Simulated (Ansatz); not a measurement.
# Symmetry broken, then relaxed in Rh

Level of theory: Ansatz, DFT PBEsol, scalar-relativistic, plane waves, PAW. Cutoff 420 eV, Γ-centred 12×12×2 k-points, Gaussian smearing of 0.15 eV. No spin polarisation. Energies are free energies at this smearing, counted from the undisturbed cell; pressure is positive in compression.

Reference structure (relaxed at this level; this form isn't the usual structure):

```yaml
crystal:
  lattice:
    - [2.67543, 0.00000, 0.00000]
    - [-1.33772, 2.31699, 0.00000]
    - [0.00000, 0.00000, 17.45428]
  atoms:
    - { symbol: Rh, position: [0.00000, 0.00000, 0.50000] }
    - { symbol: Rh, position: [0.00000, 0.00000, 0.00000] }
    - { symbol: Rh, position: [0.33333, 0.66667, 0.12500] }
    - { symbol: Rh, position: [0.33333, 0.66667, 0.62500] }
    - { symbol: Rh, position: [0.00000, 0.00000, 0.25000] }
    - { symbol: Rh, position: [0.00000, 0.00000, 0.75000] }
    - { symbol: Rh, position: [0.66667, 0.33333, 0.37500] }
    - { symbol: Rh, position: [0.66667, 0.33333, 0.87500] }
```

The atoms are displaced (Å, in the unstrained cell):

| atom | ux | uy | uz |
| --- | --- | --- | --- |
| Rh1 | -0.019 | 0.003 | -0.007 |
| Rh2 | 0.001 | -0.005 | 0.002 |
| Rh3 | 0.013 | 0.000 | 0.003 |
| Rh4 | 0.015 | 0.003 | 0.014 |
| Rh5 | -0.013 | 0.005 | -0.010 |
| Rh6 | -0.002 | 0.002 | 0.010 |
| Rh7 | 0.011 | -0.013 | 0.008 |
| Rh8 | -0.007 | 0.005 | -0.020 |

The cell is strained by (-0.0082, -0.0042, 0.0124, -0.0245, -0.0160, -0.0131) (xx, yy, zz, yz, xz, xy; engineering shear). Cell and atoms are then relaxed.

Task: Does the relaxation return to the undisturbed structure?

Result: Yes (up to a choice of domain or origin): same space group and volume, and an energy 0.0 meV/atom from it. The disturbance itself cost 11.1 meV/atom. The final space group reads P6_3/mmc (tolerance 0.05 Å) and the volume changes by 0.01 %.

Final structure:

```yaml
crystal:
  lattice:
    - [2.67496, -0.00005, -0.00003]
    - [-1.33752, 2.31663, -0.00001]
    - [-0.00010, -0.00007, 17.46190]
  atoms:
    - { symbol: Rh, position: [0.99998, 0.99999, 0.50000] }
    - { symbol: Rh, position: [0.00001, 0.00000, 0.00000] }
    - { symbol: Rh, position: [0.33330, 0.66666, 0.12500] }
    - { symbol: Rh, position: [0.33333, 0.66666, 0.62500] }
    - { symbol: Rh, position: [0.99996, 0.99999, 0.25000] }
    - { symbol: Rh, position: [0.00004, 0.00001, 0.75000] }
    - { symbol: Rh, position: [0.66666, 0.33333, 0.37500] }
    - { symbol: Rh, position: [0.66672, 0.33335, 0.87500] }
```

The relaxation, step by step (energy from the first step; small jumps at an unchanged geometry come where the plane waves are selected anew for the new cell):

```csv
step,ΔE (meV/atom),largest force component (eV/Å),pressure (GPa)
1,0.0,0.352,0.49
2,-9.2,0.130,0.68
3,-11.1,0.006,-0.14
4,-11.1,0.000,-0.01
5,-11.1,0.000,0.00
```

Cost: 3 runs of about 4.7 core-minutes in all, on AMD EPYC 9R45 (Zen 5) (shared hosts).